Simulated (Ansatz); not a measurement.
## CaO, a database entry at a rescaled volume

```yaml
crystal:
  lattice:
    - [0.00000, 2.44884, 2.44884]
    - [2.44884, 0.00000, 2.44884]
    - [2.44884, 2.44884, 0.00000]
  atoms:
    - { symbol: Ca, position: [0.00000, 0.00000, 0.00000] }
    - { symbol: O, position: [0.50000, 0.50000, 0.50000] }
```

Method: r2SCAN, no spin polarisation; PAW, plane waves to 500 eV, 9×9×9 Γ-centred mesh, fermi-dirac occupations (width 0.1026 eV) (Ansatz 0.2.0), atoms fixed.

**Question.** Describe some of the short contacts.

**Answer.** Ca–O at 2.45 Å: least valence density 0.23 e/Å³ and ELF 0.08 there, a closed-shell (ionic or weak) contact. These are pseudo-fields; inside the PAW spheres they differ from the all-electron ones.

**Question.** Are the atoms at rest?

**Answer.** The forces vanish by the symmetry of the sites.

**Question.** Is it stable against the elements?

**Answer.** -3.20 eV an atom against the elements' usual phases (free molecules for gases, crystals otherwise, with no correction for O₂ or N₂), so it is bound against them; other compounds may still compete. Relaxing would lower it.

**Question.** Metal or insulator? Give the gap.

**Answer.** The gap is 4.20 eV, indirect (the least direct gap found is 4.59 eV).

Origin: a database entry at a rescaled volume.
